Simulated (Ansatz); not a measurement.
CdSe:
```yaml
crystal:
  lattice:
    - [4.30100, 0.00000, 0.00000]
    - [-2.15050, 3.72478, 0.00000]
    - [0.00000, 0.00000, 21.06667]
  atoms:
    - { symbol: Cd, position: [0.00000, 0.00000, 0.99977] }
    - { symbol: Cd, position: [0.00000, 0.00000, 0.49977] }
    - { symbol: Cd, position: [0.66667, 0.33333, 0.83316] }
    - { symbol: Cd, position: [0.33333, 0.66667, 0.33316] }
    - { symbol: Cd, position: [0.66667, 0.33333, 0.16654] }
    - { symbol: Cd, position: [0.33333, 0.66667, 0.66654] }
    - { symbol: Se, position: [0.00000, 0.00000, 0.87462] }
    - { symbol: Se, position: [0.00000, 0.00000, 0.37462] }
    - { symbol: Se, position: [0.66667, 0.33333, 0.70812] }
    - { symbol: Se, position: [0.33333, 0.66667, 0.20812] }
    - { symbol: Se, position: [0.66667, 0.33333, 0.04149] }
    - { symbol: Se, position: [0.33333, 0.66667, 0.54149] }
```

Relaxed with PBEsol. Special points in fractions of this cell's reciprocal vectors: Γ (0.000, 0.000, 0.000); M (0.500, 0.000, 0.000); K (0.333, 0.333, 0.000); A (0.000, 0.000, 0.500); L (0.500, 0.000, 0.500); H (0.333, 0.333, 0.500).

Task: List the band energies nearest the valence-band maximum at these points for PBEsol in the plane-wave PAW code Ansatz.

Result: In eV from the valence-band maximum; about four levels below and three above (degenerate sets whole), none deeper than 8.9 eV; points with the same levels are listed once.

```json
[
 {"k": "Γ", "below": "-0.21 -0.21 -0.21 -0.21 -0.02 0.00 0.00", "above": "0.50 1.82 1.91"},
 {"k": "M", "below": "-1.08 -1.07 -0.92 -0.76", "above": "2.47 2.83 3.06"},
 {"k": "K", "below": "-1.57 -1.30 -1.26 -1.26", "above": "3.78 3.78 3.78"},
 {"k": "A", "below": "-0.06 -0.06 -0.06 -0.06", "above": "1.17 1.17 2.19 2.19"},
 {"k": "L", "below": "-1.04 -1.04 -0.85 -0.85", "above": "2.56 2.56 3.26 3.26"},
 {"k": "H", "below": "-1.42 -1.42 -1.31 -1.31", "above": "3.92 3.92 4.02 4.02"}
]
```

Space group P6_3mc. A made-up cell: these elements were put on the sites of a structure type. Its sites differ from those of the usual phase in this space group: another stacking or structure type. The PBEsol relaxation kept the symmetry of its start; whether a distortion lowers the energy is not shown. Spin–orbit coupling is left out wherever it is not named.

Potentials: the later of the program's two PAW sets.
